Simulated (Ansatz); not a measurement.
Structure relaxation, Si2Mo

The start is a relaxed Si2Mo cell displaced along its unstable phonon at q = (0, 0, ½) of its primitive reciprocal cell (112i cm⁻¹), largest move 0.15 Å. A full variable-cell relaxation at zero pressure is run with PBE (plane waves to 420 eV, PAW, scalar-relativistic; Ansatz, a first-principles code). The first steps use a coarse 9×9×6 k-mesh.

Input geometry:
```
CELL_PARAMETERS angstrom
      4.32973     0.00000     0.00000
     -2.16487     3.74966     0.00000
      0.00000     0.00000     5.17483
ATOMIC_POSITIONS crystal
  Mo 0.98000 0.96000 0.00000
  Mo 0.02000 0.04000 0.50000
  Si 0.33333 0.66667 0.25000
  Si 0.33333 0.66667 0.75000
  Si 0.66667 0.33333 0.25000
  Si 0.66667 0.33333 0.75000
```

```yaml
largest_initial_force: 0.78 eV/Å, on Mo1, Mo2 (atoms numbered as listed)
energy_released: 0.48 eV/atom
volume_change: +0.5 %, from 14.00 to 14.07 Å³/atom
Shortest distances (start → end): "The closest pairs of elements (up to four, under 3.6 Å), start → end: Si–Si 2.50 → 2.30 Å; Mo–Si 2.68 → 2.55 Å; Mo–Mo 2.60 → 3.24 Å"
band_gap_at_the_end: no gap (metallic)
optimiser_moves: 15
```

Final structure:

```cif
data_Mo4Si8
_chemical_formula_sum 'Mo4 Si8'
_space_group_name_H-M_alt 'Cmcm'
_space_group_IT_number 63
_space_group_name_Hall '-C 2c 2'
_cell_length_a 3.27264
_cell_length_b 8.60072
_cell_length_c 5.99726
_cell_angle_alpha 90.000
_cell_angle_beta 90.000
_cell_angle_gamma 90.000
loop_
_atom_site_label
_atom_site_type_symbol
_atom_site_symmetry_multiplicity
_atom_site_Wyckoff_symbol
_atom_site_fract_x
_atom_site_fract_y
_atom_site_fract_z
_atom_site_occupancy
Mo1 Mo 4 c 0.00000 0.07101 0.25000 1
Si1 Si 8 f 0.00000 0.35304 0.05821 1
```
(The calculation used a cell of 6 atoms; values per cell refer to that cell.)

Final values are on a 15×15×8 k-mesh of the relaxed cell. No spin polarisation in the result.

The run could not lose the symmetry of its start, so the end can be a saddle point.

The relaxed structure here is a generated cell of Si2Mo: the first start was made by placing the elements on the sites of a structure type, and the end was not matched to a known phase here, so it may be hypothetical. Known forms of Si2Mo include space group No. 139.
